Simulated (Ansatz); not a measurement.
Ta2SiN:
```cif
data_N2Si2Ta4
_chemical_formula_sum 'Si2 Ta4 N2'
_space_group_name_H-M_alt 'P63/mmc'
_space_group_IT_number 194
_space_group_name_Hall '-P 6c 2c'
_cell_length_a 3.19220
_cell_length_b 3.19220
_cell_length_c 12.08006
_cell_angle_alpha 90.000
_cell_angle_beta 90.000
_cell_angle_gamma 120.000
loop_
_atom_site_label
_atom_site_type_symbol
_atom_site_symmetry_multiplicity
_atom_site_Wyckoff_symbol
_atom_site_fract_x
_atom_site_fract_y
_atom_site_fract_z
_atom_site_occupancy
Si1 Si 2 d 0.66667 0.33333 0.25000 1
Ta1 Ta 4 f 0.33333 0.66667 0.09488 1
N1 N 2 a 0.00000 0.00000 0.00000 1
```

Relaxed at zero pressure with DFT-PBEsol in the program Ansatz with PAW potentials.

Question: The volume is lowered by 6 % and shape and atoms relax at that volume. What pressure results, and how do the axes share the change?

Answer: 16.9 GPa; a -2.6 %, b -2.6 %, c -0.9 %; the energy rises by 40 meV/atom.

Question: Give the new structure.

Answer: 
Space group P6₃/mmc (No. 194); a = 3.109 Å, b = 3.109 Å, c = 11.967 Å, α = 90.00°, β = 90.00°, γ = 120.00°

```json
[
 {"atom": "Si", "site": "2d", "symmetry": "-6m2", "x": "0.6667", "y": "0.3333", "z": "0.2500"},
 {"atom": "Ta", "site": "4f", "symmetry": "3m.", "x": "0.3333", "y": "0.6667", "z": "0.0965"},
 {"atom": "N", "site": "2a", "symmetry": "-3m.", "x": "0.0000", "y": "0.0000", "z": "0.0000"}
]
```

The phase is kept; no other phase was compared at this pressure.

Space group P6_3/mmc. The start of the workflow was typed in or built on a structure type; neither database checked (COD, Materials Project) lists it. Whether it is the stable phase at ambient conditions was not checked. The cell was relaxed with PBEsol under the symmetry of its start; whether a distortion lowers the energy is not shown. No spin polarisation was allowed. Scalar-relativistic: spin–orbit coupling is off unless named, which matters more the heavier the elements.

Potentials: the earlier of the program's two PAW sets. The files were generated under PBE; for other functionals the program regenerates the frozen cores, and for LDA and PBEsol the local potential too.
